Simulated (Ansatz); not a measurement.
Ga4AsN3, ordered on the zincblende lattice with 8 atoms a cell, 8 atoms and 82 valence electrons in a cell of about 110 Å³, was run 5 times in Ansatz 0.2.0, each time on 4 threads of Arm Neoverse N1 (shared host).

```
                  run  k mesh  irreducible k  cutoff (eV)  plane waves  bands  SCF iterations  wall time  peak host memory (GiB)
   relaxation, r2SCAN   8×8×4             78          500         2825     50              48      4 min                       1
           bands, PBE   8×8×4             78          420         2159     47              10       36 s                    0.61
 single point, r2SCAN   8×8×4             78          500         2825     47              11       64 s                    0.94
  single point, HSE06   4×4×4             24          420         2159     47              22    6.3 min                     2.9
single point, PBE+SOC   8×8×4             78          420         2159     94              11    2.9 min                     2.1
```

The slowest run (single point, HSE06) took about 11 times as long as the quickest (bands, PBE).

Only the levels marked +SOC include spin-orbit coupling.
